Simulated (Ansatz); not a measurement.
**AlFe3B: which magnetic state is lowest?**

Level of theory: DFT r2SCAN, scalar-relativistic, plane waves, PAW in Ansatz.

```xyz
5
Lattice="3.8223 0.0000 0.0000 0.0000 3.8223 0.0000 0.0000 0.0000 3.8223" Properties=species:S:1:pos:R:3 pbc="T T T"
Al    1.9112    1.9112    1.9112
Fe    1.9112    0.0000    0.0000
Fe    0.0000    1.9112    0.0000
Fe    0.0000    0.0000    1.9112
B     0.0000    0.0000    0.0000
```

The plane-wave cutoff is 500 eV, the Γ-centred k-mesh is 10×10×10 and the occupation rule is Gaussian smearing, 0.1 eV. The list of starting moments (μB, in atom order) is 0 4 4 4 0 and the check for lower electronic states after the SCF is off.

All runs keep this geometry, which isn't relaxed for the lowest state (largest force there 0.000 eV/Å, pressure 3.0 GPa) and needn't be a stable compound; relaxing each order would shift the differences by some 30 meV/atom, going by the pressures and a bulk modulus of about 150 GPa. Signs run over the atoms with starting moments. r2SCAN tends to overstate moments in metals, so a weak moment here may be absent in the real material. Site moments are spin moments in atom-centred spheres that scale with the neighbour distance. The states are those that the runs reached from these starts; a lower one can exist.

**Question.** Starts tried: no spin; ferromagnetic; ferrimagnetic in the cell, signs ++-. Which state comes out lowest, and what are the moments?

**Answer.** The lowest state is ferromagnetic, reached from the start “ferromagnetic”, with site moments (μB) Al -0.16, Fe +2.07 (×3), B -0.18.

| start | ends | energy above lowest (meV/atom) | site moments (μB) | gap on mesh (eV) | P (GPa) |
| --- | --- | --- | --- | --- | --- |
| no spin | non-magnetic | 277 | none over 0.05 | metal | -12.5 |
| ferromagnetic | ferromagnetic | 0.00 | Al -0.16, Fe +2.07 (×3), B -0.18 | metal | 3.0 |
| ferrimagnetic in the cell, signs ++- | ferrimagnetic | 53.1 | Al -0.07, Fe +2.15 (×2), Fe -1.19, B -0.07 | metal | 2.9 |

Cost: 3 runs of about 4.6 core-minutes in all, on Arm Neoverse V1 (shared hosts).